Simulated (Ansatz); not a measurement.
AlN (zinc blende, space group No. 216), plane-wave PAW PBEsol (Ansatz code): ε∞ = 4.65, cell volume 20.97 Å³. Infrared-active transverse modes:

```
ω_TO (cm⁻¹)  oscillator strength S_xx (e²/amu)
-----------  ---------------------------------
649.5                                   0.7032
```

Problem. Compute the static dielectric constant.

Solution. Each mode adds (4.921e7/V) S/ω²: 3.91. So ε0 = 8.56.

Problem. What LO frequency does the Lyddane–Sachs–Teller relation give?

Solution. ω_LO = ω_TO √(ε0/ε∞) = 882 cm⁻¹.

Space group F-43m (zinc blende). The PBEsol relaxation kept the symmetry of its start.

Potentials: the earlier of the program's two PAW sets. The files were generated under PBE; for other functionals the program regenerates the frozen cores, and for LDA and PBEsol the local potential too.
